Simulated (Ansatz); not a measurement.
## SnS₂, first-principles data

SnS2:
```yaml
crystal:
  lattice:
    - [1.80883, 1.04433, 6.81486]
    - [-1.80883, 1.04433, 6.81486]
    - [0.00000, -2.08866, 6.81486]
  atoms:
    - { symbol: Sn, position: [0.00002, 0.00002, 0.00002] }
    - { symbol: S, position: [0.25431, 0.25431, 0.25431] }
    - { symbol: S, position: [0.41237, 0.41237, 0.41237] }
```

Space group R3m (No. 160); conventional cell a = b = 3.618 Å, c = 20.445 Å, α = β = 90.00°, γ = 120.00°.

Method: PBE (plane waves, PAW; program Ansatz). Structure relaxed to zero pressure with the same functional. Other levels are named where they apply.

### Cell and energy

Volume per atom: 25.75 Å³
Density: 3.93 g/cm³
Formation energy from the elements (no fitted shifts): -102 meV/atom

### Electronic structure

* **Band gap**: 0.72 eV (indirect)
* **Valence-band maximum**: on the Γ–T line, 98 % of the way from Γ
* **Conduction-band minimum**: off the standard path, at k = (-0.130, -0.130, 0.378) in fractions of the reciprocal vectors
* **Smallest direct gap on the standard path**: 0.82 eV
* **Electron effective mass**: 0.29, 0.67, 1.9 mₑ (principal values)
* **HSE06 gap on the PBE cell**: 1.41 eV

The cell is a constructed one: a structure type filled with these elements; neither database checked (COD, Materials Project) lists it. It is not the phase usual at ambient conditions (space group No. 164). The PBE relaxation kept the symmetry of its start; whether a distortion lowers the energy is not shown. A crystal of weakly bound layers computed without a dispersion correction: the cell and the soft elastic constants depend strongly on that. The references are the lowest solids computed at this level, not always the standard phases. Scalar-relativistic: spin–orbit coupling is off unless named, which matters more the heavier the elements.

Potentials: the later of the program's two PAW sets.
